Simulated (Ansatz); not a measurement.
HfN in space group Pm-3m (No. 221; Hf on 3c, N on 3d), r²SCAN in the plane-wave PAW code Ansatz, all energies at zero smearing, with the estimated change up to a 700 eV cutoff added, with one set of potentials and settings (totals compare only within such a set). Cell of 6 atoms (3 Hf, 3 N): -48360.866 eV.

```
element                reference phase  E (eV/atom)
-------  -----------------------------  -----------
Hf       P6_3/mmc, 2 atoms in the cell  -15733.7929
N            Pa-3, 8 atoms in the cell    -384.8341
```

Formation energy per atom, worked out: (-48360.866 − 3×(-15733.7929) − 3×(-384.8341))/6 = -0.831 eV/atom (-80 kJ per mol of atoms), at 0 K, without zero-point energy or fitted corrections.

The start of the workflow was typed in or built on a structure type; neither database checked (COD, Materials Project) lists it. It is not the phase usual at ambient conditions (space group No. 225). Symmetry was held in the r²SCAN relaxation; its stability against distortions is not shown here. No spin polarisation was allowed. The references are the lowest solids computed at this level, not always the standard phases (solids in place of the gases). Scalar-relativistic: spin–orbit coupling is off unless named, which matters more the heavier the elements.

Potentials: the earlier of the program's two PAW sets.
